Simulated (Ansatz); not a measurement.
# TlZnSe2: relaxation (Ansatz)

Input:

```yaml
crystal:
  lattice:
    - [-3.938196, 3.938196, 3.339298]
    - [3.938196, -3.938196, 3.339298]
    - [3.938196, 3.938196, -3.339298]
  atoms:
    - { symbol: Zn, position: [0.75, 0.25, 0.5] }
    - { symbol: Zn, position: [0.25, 0.75, 0.5] }
    - { symbol: Tl, position: [0.25, 0.25, 0.0] }
    - { symbol: Tl, position: [0.75, 0.75, 0.0] }
    - { symbol: Se, position: [0.6714, 0.1714, 0.8428] }
    - { symbol: Se, position: [0.1714, 0.3286, 0.5] }
    - { symbol: Se, position: [0.3286, 0.8286, 0.1572] }
    - { symbol: Se, position: [0.8286, 0.6714, 0.5] }
  symmetry: { tolerance: 0.0003 }
kpoints:
  mp_grid: { grid: [6, 6, 6], shift: [0, 0, 0] }
magnetization:
  spin_polarized: false
scf:
  occupations: { method: fermi_dirac, width: 0.039 }
  lower_state_search: "off"
hamiltonian:
  pseudopotentials: { kind: paw }
  xc: r2scan
basis:
  ecutwfc: 500
  fft_grid_basis: typed
relax:
  max_steps: 60
output:
  forces: true
  stress: true
  eigenvalues: true
  bader: true
  populations: true
  elf: true
  write_potential: true
  volumetric_format: npy
  dos:
    e_range: [-12, 8]
    de: 0.05
    projected: { site_lists: { Se: [Se], Tl: [Tl], Zn: [Zn] } }
checkpoint:
  read: saved_state
```

The command:

```bash
ansatz run input.yaml --threads 2 --pin off --max-ram 2560MiB --backend cpu --events-out ev --progress --plain --runs-dir out
```

Origin of the cell: a known structure type with other elements, at an estimated volume, so it need not be a known compound.

The saved state is a converged single point of the same cell.

Steps:

```json
{"step": "1", "ΔF (meV/atom)": "0.0", "max force component (eV/Å)": "0.461", "SCF iterations": "6", "step was": "accepted"}
{"step": "2", "ΔF (meV/atom)": "-19.4", "max force component (eV/Å)": "0.067", "SCF iterations": "7", "step was": "accepted"}
{"step": "3", "ΔF (meV/atom)": "-19.8", "max force component (eV/Å)": "0.006", "SCF iterations": "7", "step was": "accepted"}
{"step": "4", "ΔF (meV/atom)": "-19.8", "max force component (eV/Å)": "0.006", "SCF iterations": "2", "step was": "accepted"}
```

Step 1, with forces in eV/Å:

```xyz
8
Lattice="-3.938 3.938 3.339 3.938 -3.938 3.339 3.938 3.938 -3.339" Properties=species:S:1:pos:R:3:forces:R:3 pbc="T T T" step=1
Zn    0.000    3.938    1.670    0.000    0.000    0.000
Zn    3.938    0.000    1.670    0.000    0.000    0.000
Tl    0.000    0.000    1.670    0.000    0.000    0.000
Tl    0.000    0.000    5.009    0.000    0.000    0.000
Se    1.350    5.288    0.000   -0.461   -0.461    0.000
Se    2.588    1.350    0.000    0.461   -0.461    0.000
Se    2.588   -1.350    3.339    0.461    0.461    0.000
Se    1.350    2.588    3.339   -0.461    0.461    0.000
```

Step 2, with forces in eV/Å:

```xyz
8
Lattice="-3.938 3.938 3.339 3.938 -3.938 3.339 3.938 3.938 -3.339" Properties=species:S:1:pos:R:3:forces:R:3 pbc="T T T" step=2
Zn    0.000    3.938    1.670    0.000    0.000    0.000
Zn    3.938    0.000    1.670    0.000    0.000    0.000
Tl    0.000    0.000    1.670    0.000    0.000    0.000
Tl    0.000    0.000    5.009    0.000    0.000    0.000
Se    1.280    5.218    0.000   -0.067   -0.067    0.000
Se    2.658    1.280    0.000    0.067   -0.067    0.000
Se    2.658   -1.280    3.339    0.067    0.067    0.000
Se    1.280    2.658    3.339   -0.067    0.067    0.000
```

Step 4, with forces in eV/Å:

```xyz
8
Lattice="-3.938 3.938 3.339 3.938 -3.938 3.339 3.938 3.938 -3.339" Properties=species:S:1:pos:R:3:forces:R:3 pbc="T T T" step=4
Zn    0.000    3.938    1.670    0.000    0.000    0.000
Zn    3.938    0.000    1.670    0.000    0.000    0.000
Tl    0.000    0.000    1.670    0.000    0.000    0.000
Tl    0.000    0.000    5.009    0.000    0.000    0.000
Se    1.269    5.208    0.000    0.006    0.006    0.000
Se    2.669    1.269    0.000   -0.006    0.006    0.000
Se    2.669   -1.269    3.339   -0.006   -0.006    0.000
Se    1.269    2.669    3.339    0.006   -0.006    0.000
```

```yaml
Free_energy_lowered_by: 19.8 meV/atom
Final_pressure: -0.98 GPa
Relaxation_steps_listed: 4
```

Caveats: no spin-orbit coupling, though heavy elements are present; the SCF threshold is looser than advised for a stress; the relaxation held the start's symmetry, so the end may be a saddle point.

It ran for 320 s of wall time on 2 CPU thread(s) of a shared host, from a saved density.
